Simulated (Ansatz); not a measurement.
GaAs:
```
GaAs
1.0
    6.98794     0.00000     0.00000
    0.00000     6.98794     0.00000
    0.00000     0.00000     6.98794
Ga As
6 6
Direct
  0.25000   0.00000   0.50000
  0.50000   0.25000   0.00000
  0.50000   0.75000   0.00000
  0.75000   0.00000   0.50000
  0.00000   0.50000   0.75000
  0.00000   0.50000   0.25000
  0.25000   0.50000   0.00000
  0.00000   0.25000   0.50000
  0.00000   0.75000   0.50000
  0.75000   0.50000   0.00000
  0.50000   0.00000   0.75000
  0.50000   0.00000   0.25000
```

Relaxed with r²SCAN. Special points in fractions of this cell's reciprocal vectors: Γ (0.000, 0.000, 0.000); X (0.000, 0.500, 0.000); M (0.500, 0.500, 0.000); R (0.500, 0.500, 0.500).

**Question.** List the band energies nearest the valence-band maximum at these points for r²SCAN with spin–orbit coupling (plane waves, PAW; program Ansatz).

**Answer.** In eV from the valence-band maximum; about four levels below and three above (degenerate sets whole), none deeper than 8.9 eV; points with the same levels are listed once.

```tsv
k	below	above
Γ	0.00 0.00 0.00 0.00	0.71 0.71 1.02 1.02 1.02 1.02
X	-0.43 -0.43 -0.43 -0.43	0.94 0.94 0.94 0.94
M	-1.02 -1.02 -0.48 -0.48	1.83 1.83 1.89 1.89
R	-1.78 -1.78 -1.78 -1.78 -1.78 -1.78 -1.78 -1.78	3.06 3.06 3.06 3.06 3.06 3.06 3.06 3.06
```

Space group Pm-3n. The start of the workflow was typed in or built on a structure type; neither database checked (COD, Materials Project) lists it. It is not the phase usual at ambient conditions (space group No. 216). The r²SCAN relaxation kept the symmetry of its start; whether a distortion lowers the energy is not shown. The volume moved by 22 % from the start of the relaxation.

Potentials: the later of the program's two PAW sets.
